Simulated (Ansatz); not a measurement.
Cl:
```xyz
4
Lattice="3.0938 -1.8567 0.0000 3.0938 1.8567 0.0000 0.0000 0.0000 7.7939" Properties=species:S:1:pos:R:3 pbc="T T T"
Cl     3.0938    -1.3458     4.7814
Cl     3.0938     1.3458     3.0125
Cl     3.0938    -0.5109     0.8845
Cl     3.0938     0.5109     6.9094
```

This is the LDA-relaxed structure. Tensor components refer to the Cartesian frame of this cell.

Problem. All from plane-wave PAW LDA (Ansatz code), unless another level is named. Estimate the band gap.

Solution. 1.86 eV (smallest direct gap 1.87 eV).

Problem. Next, the conduction-band minimum?

Solution. on the Δ0–Γ line, 87 % of the way from Δ0 (k = -0.047, 0.042, 0.000) (2 equivalent valleys).

Problem. What about the valence-band maximum?

Solution. at Γ.

Space group Cmce (molecular I2 type). The cell was relaxed with LDA under the symmetry of its start. The substance is a gas or liquid at ambient conditions; this is its low-temperature solid. The volume lies over 15 % below that of the usual cell of this phase: another minimum, or an error of the functional. A crystal of weakly bound molecules computed without a dispersion correction: the cell and the soft elastic constants depend strongly on that.

Potentials: the later of the program's two PAW sets.
